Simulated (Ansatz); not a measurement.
**Question.** Free-standing sheets of MnN4Si2, MA2Z4 (octahedral core, outer Z over the far inner Z)-type layer and MoP4Si2, MA2Z4 (prismatic core, outer Z over the empty site)-type layer are relaxed with PBE in the plane-wave PAW code Ansatz. Aligned at the vacuum level, what band offsets and what type of junction result?

**Answer.** MnN4Si2: VBM -5.90, CBM -5.15 eV; MoP4Si2: VBM -5.26, CBM -4.58 eV. Valence offset 0.64 eV (MoP4Si2 higher), conduction offset 0.57 eV (MnN4Si2 lower): type II (staggered).

Natural alignment of Kohn–Sham levels: no interface dipole, strain or quasiparticle shift.

Spin orders computed, not proven ground states: MnN4Si2, MA2Z4 (octahedral core, outer Z over the far inner Z)-type layer antiferromagnetic. All cells were relaxed under the symmetry of their starts (and spin orders); stability against distortions was not tested throughout. Rows with no word on spin ran without spin polarisation. Spin–orbit coupling is left out wherever it is not named. Constructed layers (a layer type filled with these elements): MnN4Si2, MA2Z4 (octahedral core, outer Z over the far inner Z)-type layer; MoP4Si2, MA2Z4 (prismatic core, outer Z over the empty site)-type layer.

Potentials: the later of the program's two PAW sets.

Edges and masses are those of Kohn–Sham bands, whose gap is no quasiparticle gap.
